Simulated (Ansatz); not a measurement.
BiOs (rocksalt structure)

Level of theory: DFT, PBE, scalar-relativistic, no spin polarisation; plane waves to 420 eV with PAW datasets (Ansatz 0.2.0), Γ-centred 10×10×10 mesh, 0.05 eV Gaussian smearing; PAW files: Ansatz's generated set soft_2.

```
Os Bi
1.0
     0.00000    2.79585    2.79585
     2.79585    0.00000    2.79585
     2.79585    2.79585    0.00000
Os Bi
1 1
Direct
  0.50000 0.50000 0.50000
  0.00000 0.00000 0.00000
```

The structure was built from a prototype; whether the compound forms in it isn't claimed.

The run above is the reference. The same cell was run again with other input settings; several of them aren't fit for production, so the rows show the settings' effect and aren't properties of the material.

| keys changed | outcome | ΔE (meV/atom) | P (GPa) | gap on the mesh (eV) | cell moment (μB) | largest force component (eV/Å) | SCF iterations | rough core-seconds | new warnings |
| --- | --- | --- | --- | --- | --- | --- | --- | --- | --- |
| none (reference) | converged | 0.0 | 0.0 | metal | – | 0.000 | – | – | – |
| kpoints.mp_grid.grid: [10, 10, 10] → [7, 7, 7] | converged | -1.4 | 0.2 | metal | – | 0.000 | 6 | 1.4 | – |
| accuracy: "high"; scf.occupations.width: 0.05 → null; scf.occupations.method: "gaussian" → "tetrahedron_uncorrected" | converged | 15.3 | 0.4 | metal | – | 0.000 | 8 | 2.8 | band table not solved further |
| scf.lower_state_search: "off"; hamiltonian.xc: "pbe" → "rpbe" | converged | – | 2.4 | metal | – | 0.000 | 6 | 2 | – |
| scf.mixing.preconditioner: "ldos" | converged | 0.0 | 0.0 | metal | – | 0.000 | 6 | 1.9 | – |
| crystal.symmetry: {"detect": false} | converged | 0.0 | 0.0 | metal | – | 0.000 | 6 | 30 | – |

ΔE is the energy with the smearing extrapolated to zero. It is left out where the change alters the Hamiltonian or the spin treatment. The varied runs start from atomic densities (corrected by the program's trained start where that serves), with the default search for lower states unless a row changes it.

**Question.** What happens with these changes: basis.ecutwfc: 420 → "800 eV"; scf.occupations.width: 0.05 → 0.1?

**Answer.** outcome converged, ΔE (meV/atom) -2.4, P (GPa) 0.1, gap on the mesh (eV) metal, largest force component (eV/Å) 0.000, SCF iterations 6, rough core-seconds 4.

**Question.** What happens with these changes: scf.occupations.width: 0.05 → 0.005; hamiltonian.pseudopotentials: {"kind": "nc", "accuracy": "standard"}?

**Answer.** outcome converged, P (GPa) -0.1, gap on the mesh (eV) metal, largest force component (eV/Å) 0.000, SCF iterations 8, rough core-seconds 1.9, new warnings cutoff below recommended.

Changing scf.mixing.preconditioner only steers the path to self-consistency, so the energy stays within 0.5 meV/atom.

Other pseudopotential files need their own cutoff; where it is too low, pressure and moments show the cutoff and not the files.

2 further runs (cut off, refused for memory, with changed atoms or starts, or in doubt) are left out.

Of the reference: For elements this heavy, spin–orbit coupling would shift levels and gaps; it isn't included here.
